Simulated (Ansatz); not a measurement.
**CaLuRh single point**

input.yaml (Ansatz 0.2.0)

```yaml
crystal:
  lattice:
    - [6.885941, 0.0, 0.0]
    - [0.0, 4.120991, 0.0]
    - [0.0, 0.0, 8.461038]
  atoms:
    - { symbol: Lu, position: [0.03837, 0.25, 0.82488] }
    - { symbol: Lu, position: [0.46163, 0.75, 0.32488] }
    - { symbol: Lu, position: [0.53837, 0.25, 0.67512] }
    - { symbol: Lu, position: [0.96163, 0.75, 0.17512] }
    - { symbol: Ca, position: [0.14215, 0.25, 0.44103] }
    - { symbol: Ca, position: [0.35785, 0.75, 0.94103] }
    - { symbol: Ca, position: [0.64215, 0.25, 0.05897] }
    - { symbol: Ca, position: [0.85785, 0.75, 0.55897] }
    - { symbol: Rh, position: [0.74589, 0.25, 0.36541] }
    - { symbol: Rh, position: [0.75411, 0.75, 0.86541] }
    - { symbol: Rh, position: [0.24589, 0.25, 0.13459] }
    - { symbol: Rh, position: [0.25411, 0.75, 0.63459] }
  symmetry: { tolerance: 0.0003 }
kpoints:
  mp_grid: { grid: [5, 8, 4], shift: [0, 0, 0] }
  band_path:
    path:
      - [0.0, 0.0, 0.0]
      - [0.5, 0.0, 0.0]
      - [0.5, 0.5, 0.0]
      - [0.0, 0.5, 0.0]
      - [0.0, 0.0, 0.0]
      - [0.0, 0.0, 0.5]
      - [0.5, 0.0, 0.5]
      - [0.5, 0.5, 0.5]
      - [0.0, 0.5, 0.5]
      - [0.0, 0.0, 0.5]
      - [0.5, 0.0, 0.0]
    npoints: 6
magnetization:
  spin_polarized: false
scf:
  occupations: { method: fermi_dirac, width: 0.0101 }
  lower_state_search: "off"
  max_iter: 200
hamiltonian:
  pseudopotentials: { kind: paw }
  xc: r2scan
basis:
  ecutwfc: 500
  fft_grid_basis: typed
output:
  forces: true
  stress: true
  eigenvalues: true
  bader: true
  populations: true
  elf: true
  write_potential: true
  volumetric_format: npy
  dos:
    e_range: [-12, 8]
    de: 0.05
    projected: { site_lists: { Ca: [Ca], Lu: [Lu], Rh: [Rh] } }
  write_density: true
checkpoint:
  read: saved_state
```

Command:

```sh
ansatz run input.yaml --threads 1 --pin off --max-ram 2560MiB --backend cpu --events-out ev --progress --plain --runs-dir out
```

The saved state is an earlier solution for the same cell, perhaps on another mesh. 

Excerpt of what it printed:

```
SCF iter   1: F=-91926.4337 eV  Δρ=2.12e-3  dr2=7.82e-3  dr2_τ=1.89e-3
SCF iter   2: F=-91926.4371 eV  Δρ=1.14e-3  dr2=2.49e-3  dr2_τ=5.48e-4
SCF iter   3: F=-91926.4381 eV  Δρ=6.68e-4  dr2=7.30e-4  dr2_τ=1.17e-4
SCF iter   4: F=-91926.4383 eV  Δρ=2.60e-4  dr2=1.31e-4  dr2_τ=1.37e-5
SCF iter   5: F=-91926.4383 eV  Δρ=6.31e-5  dr2=8.96e-6  dr2_τ=5.01e-7
SCF iter   6: F=-91926.4383 eV  Δρ=3.02e-5  dr2=1.86e-6  dr2_τ=2.01e-7
SCF iter   7: F=-91926.4383 eV  Δρ=1.05e-5  dr2=2.56e-7  dr2_τ=1.21e-8
SCF iter   8: F=-91926.4383 eV  Δρ=2.98e-6  dr2=2.18e-8  dr2_τ=8.99e-10
Free energy (F): -91926.4383 eV
Harris-Foulkes:  -91926.4383 eV  (|F-HF|=1.55e-8)
Internal energy: -91926.4375 eV  (E = F + TS)
E sigma→0 (E₀):  -91926.4379 eV
Entropy (-TS):   -0.0008 eV (-0.065 meV/atom)
Fermi energy:    16.0370 eV
--- Per-component energies (eV) ---
  E_band       = -915.9433
  E_kinetic    = 5127.4680
  E_local      = -37120.0388  (includes V_loc(G=0)·N_el)
  E_nonlocal   = 3975.1036
  E_hartree    = 15019.0901
  E_xc         = -2284.5474
  E_vxc        = -3222.0345  (∫ρ·V_xc dr)
  E_paw        = -47417.5790  (= ΣΔE_a)
  E_vpaw       = 86.9361  (= ΣTr[D̂ρ^β])
  E_aug_tail   = 0.0026  (compensation charges beyond the density's cutoff)
  E_vtau       = 198.4488  (kinetic-family band-sum trace: ∫τ·v_τ [+ j·A + Jᵃ·Aᵃ] dr)
  E_ewald      = -29226.2842
  E_core_change = 0.3476  (= ΣΔE_core)
  E_smearing   = -0.0008  (= −TS)
--- Forces (eV/Å), atoms counted from 1 ---
  atom   1  Lu    -0.3002     0.0000     0.4964
  atom   2  Lu     0.3002     0.0000     0.4964
  atom   3  Lu    -0.3002     0.0000    -0.4964
  atom   4  Lu     0.3002     0.0000    -0.4964
  atom   5  Ca     0.3208     0.0000    -0.0151
  atom   6  Ca    -0.3208     0.0000    -0.0151
  atom   7  Ca     0.3208     0.0000     0.0151
  atom   8  Ca    -0.3208     0.0000     0.0151
  atom   9  Rh    -0.6185     0.0000     0.1031
  atom  10  Rh     0.6185     0.0000     0.1031
  atom  11  Rh    -0.6185     0.0000    -0.1031
  atom  12  Rh     0.6185     0.0000    -0.1031
--- Stress (GPa, compression-positive) ---
       12.9630       0.0000       0.0000
        0.0000      10.9803       0.0000
        0.0000       0.0000      15.3985
  P = ⅓ Tr σ = 13.1139 GPa (131.139 kbar)
--- Löwdin populations: 12 sites ---
  site symbol       q [e]
     0     Lu     25.1549
     1     Lu     25.1549
     2     Lu     25.1549
     3     Lu     25.1549
     4     Ca      8.6254
     5     Ca      8.6254
     6     Ca      8.6254
     7     Ca      8.6254
     8     Rh     17.7073
     9     Rh     17.7073
    10     Rh     17.7073
    11     Rh     17.7073
  spilling = 0.0099 (of n_electrons = 208.0000)
```

Origin: a known structure type with other elements, at an estimated volume, so it need not be a known compound.
